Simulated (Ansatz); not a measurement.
SnTe (rock salt)

```xyz
4
Lattice="0.0000 6.4092 6.4092 3.2046 3.2046 6.4092 3.2046 3.2046 0.0000" Properties=species:S:1:pos:R:3 pbc="T T T"
Te     0.0000     0.0000     0.0000
Te     3.2046     6.4092     9.6138
Sn     3.2046     9.6138     9.6138
Sn     3.2046     6.4092     6.4092
```

The atoms are displaced by Q × the pattern below (from a DFPT mode at X = (0.5, 0.5, 0.0), largest move 1; Q in Å), at fixed cell. It is one choice among 2 degenerate patterns. (q is in reciprocal vectors of the primitive cell; the cell shown is doubled to hold the pattern.)

| atom | x | y | z |
|---|---|---|---|
| Te1 | 0.000 | 1.000 | 0.000 |
| Te2 | 0.000 | -1.000 | 0.000 |
| Sn3 | 0.000 | 0.256 | 0.000 |
| Sn4 | 0.000 | -0.256 | 0.000 |

Method: PBE (plane waves to 420 eV, PAW, scalar-relativistic; Ansatz, an electronic-structure program). k mesh 13×13×13 (Γ-centred), Fermi-Dirac smearing 0.05 eV. Compression counts positive. SnTe was relaxed with its symmetry unable to fall. Spin-orbit coupling is left out, though Te is heavy. 

```json
[
 {"Q (Å)": "-0.180", "P (GPa)": "[?]"},
 {"Q (Å)": "-0.150", "P (GPa)": "0.56"},
 {"Q (Å)": "-0.120", "P (GPa)": "0.36"},
 {"Q (Å)": "-0.090", "P (GPa)": "0.20"},
 {"Q (Å)": "-0.060", "P (GPa)": "0.09"},
 {"Q (Å)": "-0.030", "P (GPa)": "0.03"},
 {"Q (Å)": "0.000", "P (GPa)": "0.01"},
 {"Q (Å)": "0.030", "P (GPa)": "0.03"},
 {"Q (Å)": "0.060", "P (GPa)": "0.09"},
 {"Q (Å)": "0.090", "P (GPa)": "0.20"},
 {"Q (Å)": "0.120", "P (GPa)": "0.36"},
 {"Q (Å)": "0.150", "P (GPa)": "0.56"},
 {"Q (Å)": "0.180", "P (GPa)": "[?]"}
]
```

Q: What belongs in the gaps?

A: 
- -0.180, P (GPa): 0.81
- 0.180, P (GPa): 0.81

(A displaced cell: forces are minus the slopes of the energy, force constants its curvatures, and phonons follow from these.)
